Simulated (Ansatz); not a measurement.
The structure comes from a relaxation in the same program, started in the zincblende type, and has space group F-43m. Whether it is a known phase or the ground state wasn't checked.

BiMo: DFT, PBE, PAW with Ansatz's default frozen-core files, scalar-relativistic (Ansatz 0.2.0).

```yaml
crystal:
  lattice:
    - [0.0, 3.1577563375, 3.1577563375]
    - [3.1577563375, 0.0, 3.1577563375]
    - [3.1577563375, 3.1577563375, 0.0]
  atoms:
    - { symbol: Mo, position: [0.0, 0.0, 0.0] }
    - { symbol: Bi, position: [0.25, 0.25, 0.25] }
kpoints:
  mp_grid: { grid: [11, 11, 11] }
  band_path:
    path:
      - [0.0, 0.0, 0.0]
      - [-0.5, -0.5, 0.0]
      - [-0.375, -0.375, 0.25]
      - [-0.375, 0.0, 0.375]
      - [0.0, 0.0, 0.0]
      - [0.0, 0.0, 0.5]
      - [-0.5, -0.25, 0.25]
      - [-0.5, -0.5, 0.0]
    npoints: 8
scf:
  occupations: { method: fermi_dirac, width: 0.08 }
hamiltonian:
  xc: pbe
  pseudopotentials: { kind: paw }
output:
  forces: true
  stress: true
  eigenvalues: true
  efg: { contact_densities: true }
  populations: true
  bader: true
  dos: { projected: true, de: 0.2, e_range: [-14, 8] }
```

Output:

```
Mo, Bi: output.efg is read without spin–orbit coupling, which moves field gradients at and beside such atoms by some per cent and up to a factor of two; PAW files take it under magnetization.noncollinear and magnetization.spin_orbit
Engine: ansatz 0.2.0
Pseudopotentials: kind: paw
Pseudopotential: Mo, paw, valence charge 14, recommended cutoff 420 eV (normal)
Pseudopotential: Bi, paw, valence charge 15, recommended cutoff 420 eV (normal)
Functional definition: PBE
  parameter kappa = 0.804
  parameter beta = 0.06672455060314922
  exchange = pbe_x(kappa = kappa, mu = beta*pi^2/3)
  correlation = pbe_c(beta = beta)
Crystal: 2 atoms, lattice volume = 62.975 Å³
Basis set: ecut = 420 eV, 1243 PW (Γ), exchange–correlation on 60×60×60 points (8 copies of the dense FFT grid, shifted against one another)
Bands: 19, of which v1, the nominal top of the filled ones, is band 15 counted from 1 (14 counted from 0)
Symmetry: 24 space group operations
Space group: F-43m (ITA 216), of the structure as read, at distance tolerance 4.0e-5 Å
k-points: 56 of 1331 (time reversal used)
Non-local potential: Mo, projectors of the file, l = 0: 3, l = 1: 2, l = 2: 2, l = 3: 1
Non-local potential: Bi, projectors of the file, l = 0: 2, l = 1: 2, l = 2: 2, l = 3: 2
PAW form: soft (Blöchl's): semilocal exchange-correlation on the pseudo side does not see the compensation charge
PAW one-centre angular grid: Mo, 590 points (default); XC on 64 Gauss nodes
PAW one-centre angular grid: Bi, 590 points (default); XC on 64 Gauss nodes
Initial density: superposition of atomic densities (neutral atoms: chi_scale 0, normalization atom), corrected by the library's trained network
Initial wavefunctions: pseudopotential atomic-orbital guess
Functional: x = pbe(κ = 0.804, μ = 0.2195149727645171), c = pbe(β = 0.06672455060314922)
SCF iter   1: F=—  HF=-17349.236667 eV  |F-HF|=—  |Δ(HF+E_count)|=         —  Δρ=5.90e-3  dr2=8.36e-3  ethr=1.77e-3  ⟨swp⟩=6.1  Hψ=4839  notcnv=0
preconditioner: auto → LDOS  [metal: Δε(μ)=0.009 eV  Ē_g=5.734 eV  σ=0.080 eV  W_gap=0.03  n_scr=14 (ndim 8)  ℏωp=15.5 eV  f_vac=0.016  D(μ)=6.93/eV (n_scr^D=112)  β→1.0]
SCF iter   2: F=—  HF=-17349.238299 eV  |F-HF|=—  |Δ(HF+E_count)|=   1.63e-3  Δρ=9.01e-4  dr2=4.49e-4  ethr=2.88e-5  ⟨swp⟩=2.4  Hψ=2126  notcnv=0
SCF iter   3: F=—  HF=-17349.238459 eV  |F-HF|=—  |Δ(HF+E_count)|=   1.60e-4  Δρ=4.91e-4  dr2=2.07e-4  ethr=1.55e-6  ⟨swp⟩=2.0  Hψ=1678  notcnv=0
SCF iter   4: F=—  HF=-17349.238403 eV  |F-HF|=—  |Δ(HF+E_count)|=   5.64e-5  Δρ=1.54e-4  dr2=1.53e-5  ethr=7.14e-7  ⟨swp⟩=2.0  Hψ=1522  notcnv=0
SCF iter   5: F=—  HF=-17349.238411 eV  |F-HF|=—  |Δ(HF+E_count)|=   8.16e-6  Δρ=1.98e-5  dr2=2.22e-7  ethr=5.28e-8  ⟨swp⟩=3.0  Hψ=1818  notcnv=0
SCF iter   6: F=-17349.238411 eV  HF=-17349.238411 eV  |F-HF|=9.88e-9  |Δ(HF+E_count)|=   1.76e-7  Δρ=4.46e-6  dr2=1.88e-8  ethr=3.45e-10  ⟨swp⟩=7.0  Hψ=5018  notcnv=0
SCF 1 converged in 6 iterations: F = -17349.238411 eV  dr2 = 1.88e-8
  greatest PAW one-centre occupation: 0.998 electrons in one spin orbital (limit 2), on the Mo atom at site 0 (counted from 0), in its partial waves of l = 0
NSCF: frozen V_eff on 57 k-points
SCF converged after 6 iterations
Free energy (F): -17349.238411 eV
Harris-Foulkes:  -17349.238411 eV  (|F-HF|=9.88e-9)
Internal energy: -17349.104434 eV  (E = F + TS)
E sigma→0 (E₀):  -17349.171422 eV
Entropy (-TS):   -0.133977 eV (-66.989 meV/atom)
Fermi energy:    9.573600 eV
--- Per-component energies (eV) ---
  E_band       = -310.275080
  E_kinetic    = 743.566442
  E_local      = -3074.258136  (includes V_loc(G=0)·N_el)
  E_nonlocal   = 706.193330
  E_hartree    = 1057.589849
  E_xc         = -330.372031
  E_vxc        = -367.671764  (∫ρ·V_xc dr)
  E_paw        = -13867.348205  (= ΣΔE_a)
  E_vpaw       = -433.290434  (= ΣTr[D̂ρ^β])
  E_aug_tail   = -0.000396  (compensation charges beyond the density's cutoff)
  E_ewald      = -2584.475287
  E_smearing   = -0.133977  (= −TS)
  E_closure    = -0.000000  (closes the sum)
  Σ components = -17349.238411   (vs F -17349.238411, Δ=0.00e0)
--- Forces (eV/Å), atoms counted from 1 ---
  atom   1  Mo     0.00000000    -0.00000000     0.00000000
  atom   2  Bi    -0.00000000     0.00000000    -0.00000000
  max |Σ_I F_I| component: 1.48e-16 eV/Å
--- Stress (GPa, compression-positive) ---
        0.001741       0.000000      -0.000000
        0.000000       0.001741      -0.000000
       -0.000000      -0.000000       0.001741
  P = ⅓ Tr σ = 0.0017 GPa (0.017 kbar)
--- PAW observables at the nuclei: V_zz in 10²¹ V/m², potentials from the cell's mean, atoms counted from 1 ---
  atom   1  Mo V_zz =    -0.000000   η = 0.0000   by run symmetry: forbidden
            electrostatic potential = -6351.882071 V   contact ρ = 595239.306158 e/Å³
  atom   2  Bi V_zz =    +0.000000   η = 0.0000   by run symmetry: forbidden
            electrostatic potential = -17830.236028 V   contact ρ = 17905942.664162 e/Å³
--- Band table (eV; the first three rows and the last of 56) ---
  k-point 0: bands = ["-51.0288", "-25.1690", "-25.1690", "-25.1690", "-12.6144", "-12.6144", "-12.6144", "-12.5872", "-12.5872", "-1.6537", "7.1913", "7.1913", "7.1913", "9.4734", "9.4734", "12.0010", "14.7510", "14.7510", "14.7510"]
  k-point 1: bands = ["-51.0288", "-25.1695", "-25.1690", "-25.1690", "-12.6161", "-12.6149", "-12.6149", "-12.5867", "-12.5867", "-1.6039", "7.0662", "7.2209", "7.2209", "9.4540", "9.4540", "12.1245", "14.2027", "14.5375", "14.5375"]
  k-point 2: bands = ["-51.0287", "-25.1708", "-25.1690", "-25.1690", "-12.6207", "-12.6160", "-12.6160", "-12.5854", "-12.5854", "-1.4664", "6.7782", "7.2965", "7.2965", "9.4205", "9.4205", "12.0275", "13.5734", "14.0525", "14.0525"]
  k-point 55: bands = ["-51.0283", "-25.1742", "-25.1719", "-25.1694", "-12.6328", "-12.6289", "-12.6210", "-12.5822", "-12.5793", "-0.7313", "6.6108", "6.9420", "8.1622", "8.9132", "9.5286", "9.8360", "10.3939", "11.3872", "16.3437"]
--- Löwdin populations: 2 sites ---
  site symbol       q [e]
     0     Mo     13.9327
     1     Bi     14.9858
  spilling = 0.002810 (of n_electrons = 29.000000)
--- Bader charges: 2 sites ---
  site symbol  charge [e]  shift [e]
     0     Mo      0.3879     0.0002
     1     Bi     -0.3879     0.0002
  estimated error of the sums over rays = 3.9e-4 e
```

populations.tsv:

```
# site	symbol	l	j	q
# orbitals = lowdin
# n_electrons = 29.000000
# spilling = 0.002810
0	Mo	0_4S	-	1.969654
0	Mo	0_5S	-	0.547416
0	Mo	1_4P	-	5.980182
0	Mo	2_4D	-	5.435476
1	Bi	0_6S	-	1.677929
1	Bi	1_6P	-	3.316718
1	Bi	2_5D	-	9.991125
```

bader_charges.tsv:

```
# site	symbol	x_ang	y_ang	z_ang	partial_charge_e	electrons	volume_ang3	relative_density_drop	shared_charge_e	partial_wave_shift_e
# quadrature_error_electrons = 3.9e-4
0	Mo	0.0000	0.0000	0.0000	0.38792	41.61208	25.91	-	0.38792	0.00024
1	Bi	1.5789	1.5789	1.5789	-0.38792	83.38792	37.07	-	-0.38792	0.00024
```

Spin polarisation is left out, and whether a magnetic state lies lower isn't shown here.
